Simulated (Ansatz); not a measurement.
The slice is one period of a {100} plane through atoms; its size isn't given.

All values below come from PBE (plane waves to 420 eV, PAW, scalar-relativistic; Ansatz, an electronic-structure program). Near the nuclei the fields are pseudised (PAW); where an atom keeps semicore shells as valence, they peak there.

```
|@@@%#*+-:..       ..:-+*#%@@|
|@@%%#*=-:..       ..:-=*#%%@|
|%%%#*+=-:...........:-=+*#%%|
|###*+=-::...........::-=+*##|
|***+=--:::::::::::::::--=+**|
|++==--::::::-----::::::--==+|
|----::::::---------::::::---|
|::::::::---=======---:::::::|
|.....:::-===+++++===-:::....|
|.....::--==+++++++==--::....|
|   ..::-==+++===+++==-::..  |
|   ..:--=+++==-==+++=--:..  |
|   ..:--=++==:::==++=--:..  |
|   ..:--=++=-: :-=++=--:..  |
|   ..:--=++==:::==++=--:..  |
|   ..:--=+++==-==+++=--:..  |
|   ..::-==+++===+++==-::..  |
|.....::--==+++++++==--::....|
|.....:::-===+++++===-:::....|
|::::::::---=======---:::::::|
|----::::::---------::::::---|
|++==--::::::-----::::::--==+|
|***+=--:::::::::::::::--=+**|
|###*+=-::...........::-=+*##|
|%%%#*+=-:...........:-=+*#%%|
|@@%%#*=-:..       ..:-=*#%%@|
|@@@%#*+-:..       ..:-+*#%@@|
|@@@%#*+-:..       ..:-+*#%@@|
```
Scale: ten equal steps from -1.34 (start of ' ') to 1.32 (end of '@'), in the order ' .:-=+*#%@'. Values: log₁₀ of the valence density in e/Å³. The map has 28 points along u (one character each, u = 0 at the left) and 28 along v (v = 0 in the bottom row). The scale is logarithmic, as a density can span decades between atoms and voids.

```
|xxxx653210000000000012356xxx|
|xxx65432100000000000123456xx|
|xx6654210000111110000124566x|
|6655431100123444321001134556|
|5544321001245666542100123445|
|3332110013577888775310011233|
|2221100135789999987531001122|
|1110001358999999999853100011|
|0000013589999999999985310000|
|0000125799998777899997521000|
|0000247899985xxx589998742000|
|000135799985xxxxx58999753100|
|00014689997xxxxxxx7999864100|
|00014689997xxxxxxx7999864100|
|00014689997xxxxxxx7999864100|
|000135799985xxxxx58999753100|
|0000247899985xxx589998742000|
|0000125799998777899997521000|
|0000013589999999999985310000|
|1110001358999999999853100011|
|2221100135789999987531001122|
|3332110013577888775310011233|
|5544321001245666542100123445|
|6655431100123444321001134556|
|xx6654210000111110000124566x|
|xxx65432100000000000123456xx|
|xxxx653210000000000012356xxx|
|xxxx653210000000000012356xxx|
```
Scale: ten equal steps from 0.04 (start of '0') to 0.88 (end of '9'), in the order '0123456789'. Values: electron localisation function (ELF). The map has 28 points along u (one character each, u = 0 at the left) and 28 along v (v = 0 in the bottom row). Points within 0.5 Å of a nucleus are blanked (x), as the pseudised field means little there.

Which relaxed crystal do these maps come from?
(A) AgBr (rock salt)
(B) KCl (rock salt)
(C) NaI (rock salt)
(D) PbSe (rock salt)

A, AgBr (rock salt). Atoms on the slice: Br at (0.50, 0.50); Ag at (0.00, 0.00)

All were relaxed with their symmetry unable to fall. Spin-orbit coupling is left out.
